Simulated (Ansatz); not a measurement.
Relaxed MgB₂ (AlB2 type, space group P6/mmm):

```yaml
crystal:
  lattice:
    - [6.13485, 0.00000, 0.00000]
    - [-1.53371, 2.65647, 0.00000]
    - [3.06742, 0.00000, 3.51484]
  atoms:
    - { symbol: Mg, position: [0.00000, 0.00000, 0.00000] }
    - { symbol: Mg, position: [0.50000, 0.00000, 0.00000] }
    - { symbol: B, position: [0.91667, 0.66667, 0.50000] }
    - { symbol: B, position: [0.41667, 0.66667, 0.50000] }
    - { symbol: B, position: [0.08333, 0.33333, 0.50000] }
    - { symbol: B, position: [0.58333, 0.33333, 0.50000] }
```

The atoms are displaced by Q × the pattern below (from a DFPT mode at L = (0.5, 0.0, 0.5), largest move 1; Q in Å), at fixed cell. (q is in reciprocal vectors of the primitive cell; the cell shown is doubled to hold the pattern.)

| atom | x | y | z |
|---|---|---|---|
| B3 | 0.500 | -0.866 | 0.000 |
| B4 | -0.500 | 0.866 | 0.000 |
| B5 | -0.500 | 0.866 | 0.000 |
| B6 | 0.500 | -0.866 | 0.000 |

Atoms not listed stay in place.

Computed with r2SCAN (plane waves to 500 eV, PAW, scalar-relativistic; Ansatz, a program for electronic structure). k mesh 17×17×17 (Γ-centred), Fermi-Dirac smearing 0.05 eV. Energies are smeared free energies. With partly filled bands, energies and forces of such displacements shift with the k mesh and the smearing. MgB2 was relaxed with its symmetry unable to fall. The zero of ΔE is the undisplaced structure. The last digit holds for this mesh only.

```csv
Q (Å),ΔE (meV/cell)
-0.180,1583.8
-0.150,1061.0
-0.120,659.4
-0.090,362.5
-0.060,withheld
-0.030,39.2
0.000,0.0
0.030,39.2
0.060,withheld
0.090,362.5
0.120,659.4
0.150,1061.0
0.180,1583.8
```

### Question
Fit an even polynomial form (powers 2, 4, 6) to the given rows and predict ΔE at Q = -0.060.

### Answer
Least squares on the 11 given rows: ΔE = (43460)·Q² + (157200)·Q⁴ + (312300)·Q⁶, in meV/cell with Q in Å; root-mean-square residual 0.03 meV/cell. At -0.060 the fit gives 158.5 meV/cell; the calculation gives 158.5 meV/cell, the same to the digits shown. The quadratic term alone would give 156.5 meV/cell.

(A displaced cell: forces are minus the slopes of the energy, force constants its curvatures, and phonons follow from these.)
